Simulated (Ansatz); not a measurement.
This run works on a generated trial structure, not on a known crystal.

Input and command of a plane-wave DFT calculation in Ansatz:

```yaml
crystal:
  lattice:
    - [3.67039142, 0.0, 0.0]
    - [-1.83519571, 3.17865222, 0.0]
    - [0.0, 0.0, 6.11568859]
  atoms:
    - { symbol: Mg, position: [0.33333333, 0.66666667, 0.25] }
    - { symbol: Mg, position: [0.66666667, 0.33333333, 0.75] }
    - { symbol: Sb, position: [0.33333333, 0.66666667, 0.61460589] }
    - { symbol: Sb, position: [0.66666667, 0.33333333, 0.38539411] }
    - { symbol: P, position: [0.0, 0.0, 0.8025568] }
    - { symbol: P, position: [0.0, 0.0, 0.1974432] }
basis:
  ecutwfc: 420
kpoints:
  mp_grid: { grid: [6, 6, 4] }
hamiltonian:
  xc: pbe
scf:
  occupations: { method: gaussian, width: 0.1 }
  lower_state_search: "off"
output:
  forces: true
  stress: true
  eigenvalues: true
relax:
  adjacent_minimum: "off"
  f_tol: 0.04
  max_steps: 70
  cell: { stress_tol: 0.4 }
```

```bash
ansatz run input.yaml --threads 1 --pin off --max-ram 2560MiB --backend cpu --events-out ev --progress --plain --runs-dir out
```

Processor: Arm Neoverse V2, 1 thread, on a host shared with other jobs.

Estimate time, memory and problem size.

About 120 s, peak memory 0.45 GiB. It solves 36 bands at 24 k points (after reduction by symmetry) with about 3001 plane waves (on the last cell), in 139 SCF iterations over 22 ionic steps.
